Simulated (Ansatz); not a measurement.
Data:

Relaxed PbO2 (space group Pbcn):

```xyz
12
Lattice="5.0428 0.0000 0.0000 0.0000 5.8290 0.0000 0.0000 0.0000 5.4107" Properties=species:S:1:pos:R:3 pbc="T T T"
Pb     2.5214     1.0873     4.0580
Pb     2.5214     4.7417     1.3527
Pb     0.0000     1.8272     1.3527
Pb     0.0000     4.0018     4.0580
O      1.3335     0.5101     2.3429
O      3.7094     5.3190     3.0678
O      1.1879     2.4045     5.0483
O      3.8549     3.4246     0.3624
O      3.8549     2.4045     3.0678
O      1.1879     3.4246     2.3429
O      3.7094     0.5101     0.3624
O      1.3335     5.3190     5.0483
```

The atoms are displaced by Q × the pattern below (from a DFPT mode at Γ, largest move 1; Q in Å), at fixed cell.

```json
[
 {"atom": "Pb1", "x": "0.000", "y": "1.000", "z": "0.000"},
 {"atom": "Pb2", "x": "0.000", "y": "-1.000", "z": "0.000"},
 {"atom": "Pb3", "x": "0.000", "y": "1.000", "z": "0.000"},
 {"atom": "Pb4", "x": "0.000", "y": "-1.000", "z": "0.000"},
 {"atom": "O5", "x": "0.336", "y": "0.561", "z": "-0.359"},
 {"atom": "O6", "x": "-0.336", "y": "-0.561", "z": "0.359"},
 {"atom": "O7", "x": "0.336", "y": "0.561", "z": "0.359"},
 {"atom": "O8", "x": "-0.336", "y": "-0.561", "z": "-0.359"},
 {"atom": "O9", "x": "-0.336", "y": "0.561", "z": "-0.359"},
 {"atom": "O10", "x": "0.336", "y": "-0.561", "z": "0.359"},
 {"atom": "O11", "x": "-0.336", "y": "0.561", "z": "0.359"},
 {"atom": "O12", "x": "0.336", "y": "-0.561", "z": "-0.359"}
]
```

Level of theory: LDA (plane waves to 420 eV, PAW, scalar-relativistic; Ansatz, a program for electronic structure). k mesh 8×7×7 (Γ-centred), Fermi-Dirac smearing 0.05 eV. The energy includes the smearing's −TS. With partly filled bands, energies and forces of such displacements shift with the k mesh and the smearing. At this level the bands of PbO2 touch or barely overlap. PbO2 was relaxed with its symmetry unable to fall. Spin-orbit coupling is left out, though Pb is heavy. This is one of several known forms of PbO2; the measured ambient cells at hand have space group No. 136. ΔE is measured from the undisplaced structure.

The scan covers Q from -0.280 to 0.280 Å in 13 points.

Task: Is this a single well or a double well?

Result: A single well with its minimum at or next to zero displacement.

Task: Which space group does the distorted structure have?

Result: P2/c (No. 13), lowered from Pbcn.

Task: Is the energy the same for equal positive and negative displacements?

Result: Even: the same for both signs.

Task: What is the energy change at Q = 0.280 Å?

Result: 3393 meV/cell.

Task: What harmonic wavenumber does the curvature at Q = 0 give?

Result: 164 cm⁻¹.

(For displaced atoms, the force is minus the slope of the energy, and its curvature is a force constant, which sets phonon frequencies.)
